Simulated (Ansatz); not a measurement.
Data:

GeB2W2:
Space group P-6m2 (No. 187); a = b = 3.1384 Å, c = 6.7533 Å, α = β = 90.00°, γ = 120.00°

```json
[
 {"atom": "W", "site": "2h", "symmetry": "3m.", "x": "0.3333", "y": "0.6667", "z": "0.2818"},
 {"atom": "Ge", "site": "1a", "symmetry": "-6m2", "x": "0.0000", "y": "0.0000", "z": "0.0000"},
 {"atom": "B", "site": "1b", "symmetry": "-6m2", "x": "0.0000", "y": "0.0000", "z": "0.5000"},
 {"atom": "B", "site": "1f", "symmetry": "-6m2", "x": "0.6667", "y": "0.3333", "z": "0.5000"}
]
```

This is the r²SCAN-relaxed structure.

### Question
All from plane-wave PAW r²SCAN (Ansatz code), unless another level is named. Estimate the electronic character.

### Answer
metallic (no gap).

### Question
Give the formation energy from the elements (no fitted shifts).

### Answer
-0.066 eV/atom.

### Question
Give the density of states at the Fermi level.

### Answer
0.47 states/eV per atom (mean over ±0.08 eV).

### Question
And the gap with spin–orbit coupling?

### Answer
none (metallic).

The start of the workflow was typed in or built on a structure type; neither database checked (COD, Materials Project) lists it. Its standing as an ambient phase is unchecked. The cell was relaxed with r²SCAN under the symmetry of its start; its stability against distortions is not shown here. No spin polarisation was allowed. The references are the lowest solids computed at this level, not always the standard phases. Scalar-relativistic: spin–orbit coupling is off unless named, which matters more the heavier the elements.

Potentials: the earlier of the program's two PAW sets.
